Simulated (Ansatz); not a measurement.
Relaxed HfN (rock salt):

```
CELL_PARAMETERS angstrom
      0.00000     2.27394     2.27394
      2.27394     0.00000     2.27394
      2.27394     2.27394     0.00000
ATOMIC_POSITIONS crystal
  N  0.00000 0.00000 0.00000
  Hf 0.50000 0.50000 0.50000
```

Two-dimensional scan of atom 1 (N, nearest neighbour Hf at 2.274 Å; its periodic images, 3.2 Å or more away, move with it): u runs along (1.000, 0.000, 0.000), v along (0.000, 0.000, 1.000) (Cartesian). Cell and other atoms are fixed.

Calculation: PBE (plane waves to 420 eV, PAW, scalar-relativistic; Ansatz, a program for electronic structure). k mesh 14×14×14 (Γ-centred), Fermi-Dirac smearing 0.05 eV. Stress and pressure are positive under compression. With partly filled bands, energies and forces of such displacements shift with the k mesh and the smearing. HfN is run without spin polarisation. HfN was relaxed with its symmetry unable to fall. Spin-orbit coupling is left out, though Hf is heavy. The last digit holds for this mesh only.

Changes of P (GPa) from the point u = 0.000 Å, v = 0.000 Å when one coordinate moves alone (two changes are said to add if the coupling is within 5 % of the smaller one, nearly so within 20 %):

| point | change |
|---|---|
| u = 0.000 Å, v = -0.340 Å | 15.46 |
| u = 0.000 Å, v = -0.227 Å | 6.55 |
| u = 0.000 Å, v = -0.113 Å | 1.61 |
| u = -0.340 Å, v = 0.000 Å | 15.46 |
| u = -0.227 Å, v = 0.000 Å | 6.55 |
| u = -0.113 Å, v = 0.000 Å | 1.61 |
| u = 0.113 Å, v = 0.000 Å | 1.61 |
| u = 0.227 Å, v = 0.000 Å | 6.55 |
| u = 0.340 Å, v = 0.000 Å | 15.46 |
| u = 0.000 Å, v = 0.113 Å | 1.61 |
| u = 0.000 Å, v = 0.227 Å | 6.55 |
| u = 0.000 Å, v = 0.340 Å | 15.46 |

Q: What is the change at u = 0.113 Å, v = 0.227 Å, where both move, and how far is it from the sum?

A: The sum of the single changes is 1.61 + (6.55) = 8.16; the calculation gives 7.95, so the coupling contributes -0.21 (under 20 % of the smaller single change, nearly additive).

Q: What is the change at u = 0.113 Å, v = 0.113 Å, where both move, and how far is it from the sum?

A: The sum of the single changes is 1.61 + (1.61) = 3.22; the calculation gives 3.14, so they add (within 5 % of the smaller single change).

Q: Do the two effects add at u = 0.340 Å, v = -0.113 Å? Give the computed change.

A: The sum of the single changes is 15.46 + (1.61) = 17.07; the calculation gives 16.58, so the coupling contributes -0.49 (over 20 % of the smaller single change, not additive).

(For displaced atoms, the force is minus the slope of the energy, and its curvature is a force constant, which sets phonon frequencies.)
